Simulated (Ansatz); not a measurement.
HfC:
Space group P6₃/mmc (No. 194); a = 3.8400 Å, b = 3.8400 Å, c = 4.6275 Å, α = 90.00°, β = 90.00°, γ = 120.00°

```tsv
atom	site	symmetry	x	y	z
Hf	2d	-6m2	0.6667	0.3333	0.2500
C	2c	-6m2	0.3333	0.6667	0.2500
```

Relaxed at zero pressure with r²SCAN in the plane-wave PAW code Ansatz.

Q: The volume is raised by 9 % and shape and atoms relax at that volume. What pressure results, and how do the axes share the change?

A: -14.0 GPa; a 3.3 %, b 3.3 %, c 2.2 %; the energy rises by 62 meV/atom.

Q: Give the new structure.

A: 
Space group P6₃/mmc (No. 194); a = b = 3.966 Å, c = 4.728 Å, α = β = 90.00°, γ = 120.00°

| atom | site | symmetry | x | y | z |
|---|---|---|---|---|---|
| Hf | 2d | -6m2 | 0.6667 | 0.3333 | 0.2500 |
| C | 2c | -6m2 | 0.3333 | 0.6667 | 0.2500 |

The phase is kept; no other phase was compared at this pressure.

Space group P6_3/mmc. The start of the workflow was typed in or built on a structure type; the Crystallography Open Database copy checked does not list it. It is not the phase usual at ambient conditions (space group No. 225). Symmetry was held in the r²SCAN relaxation; whether a distortion lowers the energy is not shown. No spin polarisation was allowed. Spin–orbit coupling is left out wherever it is not named.

Potentials: the earlier of the program's two PAW sets.
